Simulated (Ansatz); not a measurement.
# Elastic constants of Re (P6_3/mmc), step by step

```
CELL_PARAMETERS angstrom
2.75130 0.00000 0.00000
-1.37565 2.38270 0.00000
0.00000 0.00000 4.44101
ATOMIC_POSITIONS crystal
Re 0.33333 0.66667 0.25000
Re 0.66667 0.33333 0.75000
```

Computed, not measured; unless marked otherwise by PBEsol, PAW on Ansatz 0.2.0's default frozen-core files (fitted under PBE), scalar-relativistic. k mesh 18×18×10, Fermi-Dirac smearing of 0.080 eV, cutoff 420 eV. The cell was relaxed by PAW under this functional.

The cell is hexagonal and carries a residual pressure of 0.00 GPa at this level. Each strain component that symmetry leaves independent is applied at ±0.005, the ions relax wherever a strain frees them, and the stress (tension positive, GPa) is read. Shears are engineering strains, γ = 2ε.

```csv
strain,size,σxx,σyy,σzz,σyz,σxz,σxy
xx,-0.005,-3.3191,-1.4397,-1.2006,0.0000,0.0000,0.0000
xx,+0.005,3.1499,1.4063,1.1827,0.0000,0.0000,0.0000
zz,-0.005,-1.2187,-1.2187,-3.5789,0.0000,0.0000,0.0000
zz,+0.005,1.1625,1.1625,3.4581,0.0000,0.0000,0.0000
yz,-0.005,-0.0096,-0.0072,-0.0156,-0.8567,0.0000,0.0000
yz,+0.005,-0.0096,-0.0072,-0.0156,0.8567,0.0000,0.0000
```

A central difference gives one constant, for example C11 ≈ (3.1499 − (-3.3191))/(0.01) = 646.9 GPa; the program then imposes the crystal's symmetry on the whole matrix.

(1) What are the independent elastic constants?

(2) Is the crystal stable against homogeneous strain?

(3) What moduli does a random aggregate of grains have?

(4) With the density of 21.242 g/cm³, how fast does sound travel, and what Debye temperature follows?

(5) How do the constants change if the ions are clamped to the homogeneous strain?

(6) What happens at 2 GPa (cell relaxed there)?

Answers

(1) C11 = 646.9, C12 = 284.6, C13 = 238.2, C33 = 703.7, C44 = 171.3 GPa.

(2) The least eigenvalue of the 6×6 matrix is 171.3 GPa, so yes.

(3) Voigt and Reuss bounds: B from 391.0 to 391.1 and G from 184.9 to 187.2 GPa; their means are B = 391.1 and G = 186.0 GPa. Then E = 9BG/(3B + G) = 481.7 GPa, ν = (3B − 2G)/(6B + 2G) = 0.295 and B/G = 2.10, on the ductile side of Pugh's 1.75 (a rule of thumb).

(4) 

```csv
direction,slow (m/s),middle (m/s),fast (m/s)
x,2840,2920,5518
y,2840,2920,5518
z,2840,2840,5756
```

The mean of v⁻³ over directions and branches gives v_m = 3300 m/s and θ_D = (ħ/k_B) v_m (6π²n)^(1/3) = 402 K, n being atoms per volume. Young's modulus spans 455 to 582 GPa over directions, and the universal anisotropy index is 0.06.

(5) Clamped values, with the change against relaxed ions: C11 = 660.5 (+13.6), C12 = 270.9 (-13.7), C13 = 238.2 (+0.0), C33 = 703.7 (+0.0), C44 = 171.3 (+0.0) GPa.

(6) The volume falls to 0.9951 of its value, and C11 = 659.6, C12 = 292.0, C13 = 244.0, C33 = 717.4, C44 = 174.1 GPa (slopes of the stress), in this structure whether or not another phase takes over.

Limits of these numbers: frozen-core PAW files fitted under PBE, their cores solved anew for the functional of the run; responses of metals move with mesh and smearing; no spin-orbit coupling on heavy atoms.
